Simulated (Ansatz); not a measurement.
Si:
```cif
data_Si12
_chemical_formula_sum 'Si12'
_space_group_name_H-M_alt 'P 1'
_space_group_IT_number 1
_cell_length_a 5.67949
_cell_length_b 5.67949
_cell_length_c 12.65181
_cell_angle_alpha 90.000
_cell_angle_beta 90.000
_cell_angle_gamma 140.656
loop_
_space_group_symop_operation_xyz
  'x, y, z'
loop_
_atom_site_label
_atom_site_type_symbol
_atom_site_fract_x
_atom_site_fract_y
_atom_site_fract_z
_atom_site_occupancy
Si1 Si 0.75702 0.24298 0.44510 1
Si2 Si 0.24298 0.75702 0.55490 1
Si3 Si 0.24298 0.75702 0.94510 1
Si4 Si 0.75702 0.24298 0.05490 1
Si5 Si 0.42873 0.57127 0.65720 1
Si6 Si 0.57127 0.42873 0.34280 1
Si7 Si 0.57127 0.42873 0.15720 1
Si8 Si 0.42873 0.57127 0.84280 1
Si9 Si 0.97118 0.02882 0.40936 1
Si10 Si 0.02882 0.97118 0.59064 1
Si11 Si 0.02882 0.97118 0.90936 1
Si12 Si 0.97118 0.02882 0.09064 1
```

Relaxed with PBEsol. 

HSE06 on this cell (Ansatz, a quantum-chemistry and plane-wave program, PAW) gives a gap of 1.03 eV. What does PBEsol give?

0.39 eV.

Cost on shared cores: the PBEsol run (SCF on a 8×8×3 mesh, then bands and DOS) around 3 core-minutes (rough), the HSE06 run (SCF on 5×5×2, then a few points) roughly 7 core-minutes; the tasks are unlike.

Space group Cmcm. The workflow started from a Materials Project entry (that database holds measured and hypothetical structures alike); the Crystallography Open Database copy checked does not list it. It is not the phase usual at ambient conditions (space group No. 227). Symmetry was held in the PBEsol relaxation; whether a distortion lowers the energy is not shown.

Potentials: the earlier of the program's two PAW sets.

Ansatz is a plane-wave DFT program.
